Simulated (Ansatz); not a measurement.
**Structures of GaHg2: which is lowest?**

Plane-wave DFT in Ansatz with scalar-relativistic PAW potentials, cutoff 420 eV, Γ-centred meshes chosen by cell and gap, Gaussian smearing with energies taken to zero width. Every cell was relaxed (cell and atoms) in a run of its own, within the symmetry of its start. Functional: PBE.

Relaxed structures (starts from databases or built by putting these elements on another compound's sites):
A. P4_2/mnm, 6 atoms in the computed cell, a = 7.027 Å, c = 3.464 Å; sites (symmetry × multiplicity) Ga m.mm × 2, Hg m.2m × 4; start: built
B. Fd-3m, 6 atoms in the computed cell, a = 8.559 Å; sites (symmetry × multiplicity) Ga -43m × 8, Hg .-3m × 16; start: built

Rank them by energy. Could pressure change the order?

```csv
structure,group,E − E(lowest) (meV/atom),V (Å³/atom),gap on mesh (eV)
A,P4_2/mnm,0.0,28.50,0.00
B,Fd-3m,116,26.13,0.00
```

A is lowest, 116 meV/atom under B. B is denser by 2.38 Å³/atom, so pressure favours it: ΔE/ΔV, with ΔE in eV and 1 eV/Å³ = 160.2 GPa, gives about 8 GPa for equal enthalpy if both cells were rigid, a rough figure since the two compress differently. Other structures may lie lower than all of these, and vibrations aren't counted.

Spin-orbit coupling is left out, which matters for the bands of heavy elements.